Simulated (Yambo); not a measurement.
BSE-type run in Yambo on Cs$_{2}$LiAlF$_{6}$ (space group P-3m1, No. 164), at zero momentum.

Quantum ESPRESSO step (LDA, PseudoDojo standard norm-conserving files, scalar-relativistic):
```
&CONTROL
  calculation = 'nscf'
  pseudo_dir = './pseudo'
  outdir = './out'
/
&SYSTEM
  ibrav = 0
  nat = 10
  ntyp = 4
  ecutwfc = 84.0
  ecutrho = 336.0
  occupations = 'fixed'
  force_symmorphic = .true.
  nbnd = 102
/
&ELECTRONS
  conv_thr = 1e-08
  diago_full_acc = .true.
  diago_thr_init = 1e-08
/
ATOMIC_SPECIES
Li 6.9400 Li.upf
F 18.9984 F.upf
Al 26.9815 Al.upf
Cs 132.9055 Cs.upf
CELL_PARAMETERS angstrom
  6.297899831000   0.000000000000   0.000000000000
 -3.148949915000   5.454141244000   0.000000000000
  0.000000000000   0.000000000000   5.103300000000
ATOMIC_POSITIONS crystal
Li   0.000000000000   0.000000000000   0.000000000000
F   0.865850000000   0.134150000000   0.281880000000
F   0.134150000000   0.865850000000   0.718120000000
F   0.865850000000   0.731700000000   0.281880000000
F   0.134150000000   0.268300000000   0.718120000000
F   0.268300000000   0.134150000000   0.281880000000
F   0.731700000000   0.865850000000   0.718120000000
Al   0.000000000000   0.000000000000   0.500000000000
Cs   0.333333333000   0.666666667000   0.228660000000
Cs   0.666666667000   0.333333333000   0.771340000000
K_POINTS automatic
3 3 4 0 0 0
```

Yambo input:
```
rim_cut
optics
bse
bss
dipoles
em1s
RandQpts= 1000000
RandGvec= 1 Ry
FFTGvecs= 40 Ry
Chimod= "HARTREE"
BSKmod= "SEX"
BSEmod= "resonant"
BSSmod= "hs"
BSENGexx= 15 Ry
BSENGBlk= 3 Ry
% KfnQP_E
 4.157 | 1.0 | 1.0 |
%
% BSEQptR
 1 | 1 |
%
% BSEBands
 12 | 44 |
%
% BEnRange
 0.0 | 16.4 | eV
%
% BDmRange
 0.15 | 0.15 | eV
%
BEnSteps= 328
% BLongDir
 0.0 | 0.0 | 1.0 |
%
BSHayTrs= -0.02
BSSNEig= 24
WRbsWF
% BndsRnXs
 2 | 98 |
%
NGsBlkXs= 3 Ry
% LongDrXs
 1.0 | 1.0 | 1.0 |
%
```

From the report:

The dimension is k points × valence × conduction bands = 36 × 22 × 11 = 8712.
```
  [SLEPC] Approach                          : Krylov-Schur
  [SLEPC] Number of requested eigenvalues   :  24
  [SLEPC] Number of eigenvalues        [NEV]:  24
   [K] Dimension                                    :   8712
   [K] Bands                                        :   12   44
   [K] Exchange res                                 : yes
   [K] Correlation res                              : yes
   [K] W interaction is bare                        : no
   [K] RL vectors exchange                          :  1169
   [K] RL vectors correlation                       :  119
   [W] Matrix size                                  :  119
   [W] Bands                                        :    2   98
   [W] Coulomb Cutoff                               : none
   [W] Hxc Kernel                                   : HARTREE
```

Geometry of the Materials Project entry, not relaxed at this level.

The structure is a Materials Project entry; no match was found in the copy of COD used, and its stability was not checked.
